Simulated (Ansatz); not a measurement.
MgO in space group P6_3/mmc (No. 194; Mg on 2c, O on 2d), PBEsol (plane waves, PAW; program Ansatz). The conduction-band minimum lies at Γ, with 1 equivalent valley. Second derivatives d²E/dk² of the lowest band at one valley (eV·Å²), along Cartesian directions:

```json
[
 {"direction": "[100]", "d²E/dk²": "22.75"},
 {"direction": "[010]", "d²E/dk²": "22.75"},
 {"direction": "[001]", "d²E/dk²": "20.72"},
 {"direction": "[110]", "d²E/dk²": "22.75"},
 {"direction": "[101]", "d²E/dk²": "21.73"},
 {"direction": "[011]", "d²E/dk²": "21.73"}
]
```

**Question.** Find the principal effective masses, the density-of-states mass and the conductivity mass.

**Answer.** Off-diagonal terms follow from H_xy = H[110] − (H_xx + H_yy)/2, and m*/mₑ = 7.620 eV·Å² over each eigenvalue: 0.33, 0.33, 0.37. One valley's DOS mass (m₁m₂m₃)^(1/3) = 0.35, conductivity mass 3/(Σ 1/mᵢ) = 0.35 mₑ.

**Question.** What effective density of states Nc follows at 300 K for parabolic valleys?

**Answer.** Nc = 2.509e19 × 1 × (0.35)^(3/2) ≈ 5.2e18 cm⁻³.

**Question.** With the computed static dielectric constant 7.30 (mean of the diagonal), estimate a hydrogenic donor's binding energy and radius.

**Answer.** E = 13.606 eV × 0.35/7.30² ≈ 89 meV; a = 0.529 Å × ε/m* ≈ 11 Å. Semilocal masses tend to be too small when the gap is underestimated.

The first step of the workflow began from a Materials Project structure, measured or hypothetical; the Crystallography Open Database copy checked does not list it. It is not the phase usual at ambient conditions (space group No. 225). Symmetry was held in the PBEsol relaxation; whether a distortion lowers the energy is not shown.

Potentials: the earlier of the program's two PAW sets. The files were generated under PBE; for other functionals the program regenerates the frozen cores, and for LDA and PBEsol the local potential too.
